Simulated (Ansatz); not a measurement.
CoSi in space group P-6m2 (No. 187; Co on 1a, Si on 1f), DFT-PBEsol in the program Ansatz with PAW potentials, all energies at zero smearing, with the estimated change up to a 700 eV cutoff added, with one set of potentials and settings (totals compare only within such a set). Cell of 2 atoms (1 Co, 1 Si): -5715.445 eV.

| element | reference phase | E (eV/atom) |
|---|---|---|
| Co | P6_3/mmc, 2 atoms in the cell, spin-polarised | -5092.9959 |
| Si | Fd-3m, 2 atoms in the cell | -621.4920 |

Formation energy per atom, worked out: (-5715.445 − 1×(-5092.9959) − 1×(-621.4920))/2 = -0.479 eV/atom (-46 kJ per mol of atoms), at 0 K, without zero-point energy or fitted corrections.

The cell is a constructed one: a structure type filled with these elements; neither database checked (COD, Materials Project) lists it. COD files the formula under space group No. 198, so this cell is another polymorph or a model. Its standing as an ambient phase is unchecked. The PBEsol relaxation kept the symmetry of its start; whether a distortion lowers the energy is not shown. The workflow began spin-polarised and lost its moments. The references are the lowest solids computed at this level, not always the standard phases.

Potentials: the later of the program's two PAW sets.
